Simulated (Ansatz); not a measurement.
**Cold compression of Na (diamond type)**

```yaml
crystal:
  lattice:
    - [0.00000, 3.74059, 3.74059]
    - [3.74059, 0.00000, 3.74059]
    - [3.74059, 3.74059, 0.00000]
  atoms:
    - { symbol: Na, position: [0.87500, 0.87500, 0.87500] }
    - { symbol: Na, position: [0.12500, 0.12500, 0.12500] }
```

The cell comes from a relaxation on PAW files under the same functional, begun from a prototype that needn't be the stable phase.

Its volume is scaled at fixed shape and fractional positions.

Computed with Ansatz 0.2.0; functional PBEsol, scalar-relativistic. Settings: a Γ-centred 9×9×9 k mesh, Fermi–Dirac smearing of 0.08 eV, no spin polarisation. Methods: LAPW: all electrons, basis error target 1 meV/atom; PAW: frozen-core files, cutoff 420 eV; crystal datasets: all electrons, by PAW datasets that the program makes for each cell; norm-conserving: pseudopotentials, cutoff 1197 eV; PAW (cutoff 250 eV): frozen-core files, cutoff 250 eV.

Energies are extrapolated to zero smearing and count from the unscaled cell; pressure is positive in compression; gaps take the mesh and a band path. No temperature or zero-point motion is included.

The PAW files were made under PBE.

```json
{"V/V0": "1.00", "V (Å³/atom)": "52.34", "P LAPW (GPa)": "0.02", "ΔE LAPW (eV/atom)": "0.000", "P PAW − LAPW (GPa)": "0.00", "ΔE PAW − LAPW (meV/atom)": "0.0"}
{"V/V0": "0.88", "V (Å³/atom)": "46.06", "P LAPW (GPa)": "0.53", "ΔE LAPW (eV/atom)": "0.010", "P PAW − LAPW (GPa)": "0.00", "ΔE PAW − LAPW (meV/atom)": "0.0"}
{"V/V0": "0.78", "V (Å³/atom)": "40.82", "P LAPW (GPa)": "1.23", "ΔE LAPW (eV/atom)": "0.037", "P PAW − LAPW (GPa)": "0.00", "ΔE PAW − LAPW (meV/atom)": "-0.1"}
{"V/V0": "0.68", "V (Å³/atom)": "35.59", "P LAPW (GPa)": "2.39", "ΔE LAPW (eV/atom)": "0.095", "P PAW − LAPW (GPa)": "0.00", "ΔE PAW − LAPW (meV/atom)": "-0.1"}
{"V/V0": "0.58", "V (Å³/atom)": "30.36", "P LAPW (GPa)": "?", "ΔE LAPW (eV/atom)": "?", "P PAW − LAPW (GPa)": "?", "ΔE PAW − LAPW (meV/atom)": "?"}
{"V/V0": "0.50", "V (Å³/atom)": "26.17", "P LAPW (GPa)": "7.21", "ΔE LAPW (eV/atom)": "0.349", "P PAW − LAPW (GPa)": "0.00", "ΔE PAW − LAPW (meV/atom)": "0.0"}
{"V/V0": "0.43", "V (Å³/atom)": "22.51", "P LAPW (GPa)": "11.49", "ΔE LAPW (eV/atom)": "0.558", "P PAW − LAPW (GPa)": "0.01", "ΔE PAW − LAPW (meV/atom)": "0.3"}
```

**Question.** Fit the Vinet equation to the LAPW pressures shown (residuals weighted by 1/(|P| + 0.03·Pmax)), and predict the pressure of the withheld row.

**Answer.** The fit gives V0 = 52.74 Å³/atom, B0 = 2.96 GPa and B0′ = 3.90. At 30.36 Å³/atom, x = (V/V0)^(1/3) = 0.8318, and P = 3·B0·(1 − x)/x²·exp[1.5·(B0′ − 1)·(1 − x)] = 4.48 GPa. The run itself gave 4.39 GPa (+2.1 % off) and ΔE = 0.201 eV/atom.

**Question.** From the table, what is the rise of the enthalpy H = E + pV up to the last row, and how stiff is the crystal between the last two rows?

**Answer.** ΔH = 0.558 eV + (11.49 GPa × 22.51 Å³ − 0.02 GPa × 52.34 Å³) × 0.006242 eV/(GPa·Å³) = 2.16 eV/atom, of which pV makes 74 %. The mean bulk modulus there is −ΔP/Δln V = 28.4 GPa.

**Question.** At the smallest volume, how far do crystal datasets and norm-conserving and PAW (cutoff 250 eV) lie from LAPW in pressure?

**Answer.** crystal datasets: 0.00 GPa; norm-conserving: +0.02 GPa; PAW (cutoff 250 eV): +0.02 GPa, on a LAPW pressure of 11.49 GPa.

**Question.** How do the Löwdin populations by LAPW change from the unscaled cell to the last row?

**Answer.** Na 3s 0.97 → 0.93 electrons an atom. These are projections on the shells that the free atoms fill; 0.08 e a cell lies outside them at the start and 0.19 e at the end.
